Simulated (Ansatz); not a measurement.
## Sb₂Se₃ — coordination and 121Sb quadrupole coupling

Cell: an entry of the Crystallography Open Database (COD; perhaps a calculated or model structure), ions relaxed with PBE at fixed cell.

Space group Pnma (No. 62); a = 11.7940, b = 3.9860, c = 11.6480 Å.

```
site  Wyckoff  site symmetry       x       y       z
 Sb1       4c            .m.  0.5255  0.2500  0.1722
 Sb5       4c            .m.  0.6483  0.7500  0.4613
 Se9       4c            .m.  0.6280  0.7500  0.0538
Se13       4c            .m.  0.7141  0.2500  0.3053
Se17       4c            .m.  0.4445  0.7500  0.3698
```

One atom of each set is listed.

Computed with Ansatz: DFT, r2SCAN, plane waves and PAW, scalar-relativistic, 500 eV cutoff, Γ-centred 3×7×3 k-points, Fermi–Dirac smearing 0.02 eV.

Q(121Sb) = -543.0 mb.

**Question.** Order the Sb environments from the weakest to the strongest quadrupole coupling.
A. Sb5: 3 Se at 2.63–2.81 Å; also 4 Se at 3.01–3.48 Å
B. Sb1: 3 Se at 2.71 Å; also 3 Se at 3.19 Å

**Answer.** B (157 MHz, η = 0.47), A (206 MHz, η = 0.03).

At Sb1 V_zz stands upright on the plane through its three neighbours (within 10°). Like point charges on the first shell alone (each adding as 1/d³) would put Sb1 above Sb5: the covalent part of each bond and the atoms beyond the first shell count as well.

The largest force is 0.3 eV/Å, so the atoms aren't at the calculated equilibrium and relaxing them would move these values. Without spin–orbit coupling (the program notes it for Sb) the gradients can shift somewhat, as the gap is small. With these PAW files V_zz is typically within 2 to 3 % of all-electron values, but misses above 10 % occur on Sb.
